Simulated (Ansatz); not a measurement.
SnSeS:
```xyz
3
Lattice="3.7463 0.0000 0.0000 -1.8731 3.2444 0.0000 0.0000 0.0000 6.1454" Properties=species:S:1:pos:R:3 pbc="T T T"
Sn     0.0000     2.1629     0.0479
Se     0.0000     0.0000     4.6036
S      1.8731     1.0815     1.4938
```

Relaxed with r²SCAN+D4. Independent-particle spectrum: no excitons, no local fields, no scissors shift; 0.1 eV broadening; ε₁ of the summed bands alone.

Tabulate the dielectric function from r²SCAN+D4 in the plane-wave PAW code Ansatz.



```tsv
E (eV)	ε₁ xx	ε₂ xx	ε₁ zz	ε₂ zz
0.0	8.77	0.00	7.92	0.00
0.5	8.89	0.00	8.03	0.00
1.0	9.27	0.00	8.41	0.00
1.5	10.20	0.00	9.34	0.00
2.0	11.59	2.01	12.75	2.22
2.5	11.64	3.29	8.70	5.98
3.0	10.54	5.28	6.03	5.04
3.5	12.96	4.41	6.98	3.56
4.0	14.29	13.81	7.82	3.12
4.5	4.82	14.41	8.72	4.50
5.0	6.73	13.13	9.41	5.64
5.5	1.30	14.86	12.12	9.81
6.0	-2.39	9.70	6.00	15.72
6.5	-2.82	9.77	-1.10	16.07
7.0	-3.56	5.93	-4.67	9.39
7.5	-3.44	5.21	-5.38	5.60
8.0	-2.90	3.25	-2.74	3.69
8.5	-0.69	2.70	-1.16	3.16
9.0	0.43	4.01	-0.44	3.80
9.5	-2.69	3.98	-1.97	4.61
10.0	-2.34	2.70	-2.18	3.39
10.5	-1.85	2.36	-1.97	3.42
11.0	-1.68	1.90	-2.33	2.35
11.5	-1.48	1.66	-1.80	1.56
12.0	-1.34	1.47	-1.40	1.39
```

From ε at 2.0 eV (xx: 11.59 + 2.01i), find n, k, the normal reflectivity and the absorption coefficient.

n = 3.42, k = 0.294, R = 30 %, α = 2kE/ħc = 60000 cm⁻¹.

With all bands, ε∞ without local fields is 8.86 (xx = yy), 8.01 (zz).

Space group P3m1. The workflow started from a Materials Project entry (that database holds measured and hypothetical structures alike); the Crystallography Open Database copy checked does not list it. With Se and S taken as one species the cell has the higher symmetry P-3m1, so it may be an ordered model of a mixed-site phase. Whether it is the stable phase at ambient conditions was not checked. The cell was relaxed with r²SCAN+D4 under the symmetry of its start; its stability against distortions is not shown here. Scalar-relativistic: spin–orbit coupling is off unless named, which matters more the heavier the elements.

Potentials: the later of the program's two PAW sets.
